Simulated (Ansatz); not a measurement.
Consider the following.

Sn (diamond)

```xyz
2
Lattice="0.0000 3.3277 3.3277 3.3277 0.0000 3.3277 3.3277 3.3277 0.0000" Properties=species:S:1:pos:R:3 pbc="T T T"
Sn     1.6638     1.6638     1.6638
Sn     0.0000     0.0000     0.0000
```

The volume is varied about the relaxed value V₀ at fixed cell shape. Symmetry pins the atoms to their sites.

Calculation: PBE (plane waves to 420 eV, PAW, scalar-relativistic; Ansatz, a program for electronic structure). k mesh 12×12×12 (Γ-centred), Fermi-Dirac smearing 0.05 eV. The energy includes the smearing's −TS. Stress and pressure are positive under compression. Sn was relaxed with its symmetry unable to fall. The relaxed volume of Sn is well above the measured one; the method has no dispersion term. The zero of ΔE is the relaxed starting cell.

The scan covers V/V₀ from 0.840 to 1.160 in 9 points.

What pressure does the cell carry at V/V₀ = 0.840?

9.5 GPa.

What is ΔE at V/V₀ = 1.160?

79 meV/atom.

What is ΔE at V/V₀ = 0.840?

148 meV/atom.

(Under strain, the slope of the energy per volume gives the stress and its curvature an elastic modulus.)
